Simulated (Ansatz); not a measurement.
ZnS (zinc blende, F-43m), a = b = c = 5.357 Å, α = β = γ = 90.00°; the cell used has 2 atoms.

Relaxed with PBEsol. Independent-particle spectrum: no excitons, no local fields, no scissors shift; 0.1 eV broadening; ε₁ of the summed bands alone.

### Question
Tabulate the dielectric function from plane-wave PAW PBEsol (Ansatz code).

### Answer


| E (eV) | ε₁ xx | ε₂ xx |
|---|---|---|
| 0.0 | 6.43 | 0.00 |
| 0.4 | 6.46 | 0.00 |
| 0.8 | 6.55 | 0.00 |
| 1.2 | 6.72 | 0.00 |
| 1.6 | 7.01 | 0.00 |
| 2.0 | 7.60 | 0.03 |
| 2.4 | 7.98 | 0.76 |
| 2.8 | 8.20 | 1.09 |
| 3.2 | 8.65 | 1.39 |
| 3.6 | 9.52 | 1.88 |
| 4.0 | 11.35 | 3.51 |
| 4.4 | 8.59 | 6.43 |
| 4.8 | 8.02 | 5.62 |
| 5.2 | 9.33 | 5.38 |
| 5.6 | 14.78 | 10.37 |
| 6.0 | -1.68 | 18.30 |
| 6.4 | -1.39 | 10.63 |
| 6.8 | -0.38 | 7.30 |
| 7.2 | 2.60 | 9.30 |
| 7.6 | -1.42 | 8.92 |
| 8.0 | -3.60 | 7.20 |
| 8.4 | -3.52 | 5.27 |
| 8.8 | -3.08 | 4.03 |
| 9.2 | -2.66 | 3.29 |
| 9.6 | -2.12 | 2.61 |
| 10.0 | -1.45 | 2.51 |
| 10.4 | -1.48 | 2.81 |
| 10.8 | -1.93 | 2.50 |
| 11.2 | -1.78 | 1.87 |
| 11.6 | -1.40 | 1.62 |
| 12.0 | -1.15 | 1.54 |

### Question
From ε at 3.0 eV (xx: 8.39 + 1.22i), find n, k, the normal reflectivity and the absorption coefficient.

### Answer
n = 2.90, k = 0.210, R = 24 %, α = 2kE/ħc = 64000 cm⁻¹.

With all bands, ε∞ without local fields is 6.52. DFPT, with local fields, gives 6.09.

The PBEsol relaxation kept the symmetry of its start.

Potentials: the later of the program's two PAW sets.
